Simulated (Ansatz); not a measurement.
## Bands of Y$_{2}$C

```xyz
3
Lattice="1.8124 1.0464 5.9880 -1.8124 1.0464 5.9880 0.0000 -2.0928 5.9880" Properties=species:S:1:pos:R:3 pbc="T T T"
Y     0.0000    0.0000    4.6335
Y     0.0000    0.0000   13.3305
C     0.0000    0.0000    0.0000
```

Atom numbers follow the list: Y1, Y2, C3.

Conventional cell: a = 3.625 Å, b = 3.625 Å, c = 17.964 Å, α = 90.00°, β = 90.00°, γ = 120.00°. Y (atom 1) has 3 C at 2.49 Å as nearest neighbours. C (atom 3) is surrounded by 6 Y at 2.49 Å.

The cell comes from COD entry 1531888, which wasn't checked; take it as a given geometry.

Method: DFT, PBEsol, all-electron LAPW, scalar-relativistic (Ansatz 0.2.0).

Numerical set-up: a Γ-centred 11×11×11 k mesh, Fermi–Dirac smearing of 0.05 eV, basis error target 1 meV/atom, no spin polarisation.

Points in fractions of the reciprocal vectors of this cell: Γ (0, 0, 0), T (0.5, 0.5, 0.5), H2 (0.813, 0.187, 0.5), H0 (0.5, -0.187, 0.187), L (0.5, 0, 0), S0 (0.344, -0.344, 0), S2 (0.656, 0, 0.344), F (0.5, 0, 0.5). The path runs Γ–T–H2–H0–L–Γ–S0–S2–F. Energies are in eV from the Fermi level; (×n) counts levels within 4 meV of each other, which need not be degenerate by symmetry.

Question: Is there a gap?

Answer: None at this level of theory (metallic, semimetallic, or a small gap that the functional closes).

Question: List the levels between -20 and 3.5 eV at the symmetry points.

Answer: 
Γ: -9.09, -3.29, -1.87, -1.23 (×2), 2.13 (×2), 2.28
T: -8.95, -3.92, -1.16 (×2), -0.50, 1.00, 2.36 (×2)
H2: -8.34, -2.16, -2.11, -1.32, 0.07, 0.54, 1.28, 2.17, 3.31
H0: -8.34, -2.16, -2.11, -1.32, 0.07, 0.54, 1.28, 2.17, 3.31
L: -8.41, -2.79, -1.47, -1.05, -0.23, -0.08, 0.90, 3.44
S0: -8.33, -2.16, -2.09, -1.31, 0.04, 0.53, 1.34, 2.06, 3.40
S2: -8.33, -2.16, -2.09, -1.31, 0.04, 0.53, 1.34, 2.06, 3.40
F: -8.43, -3.17, -1.33, -1.16, -0.41, -0.07, 1.45
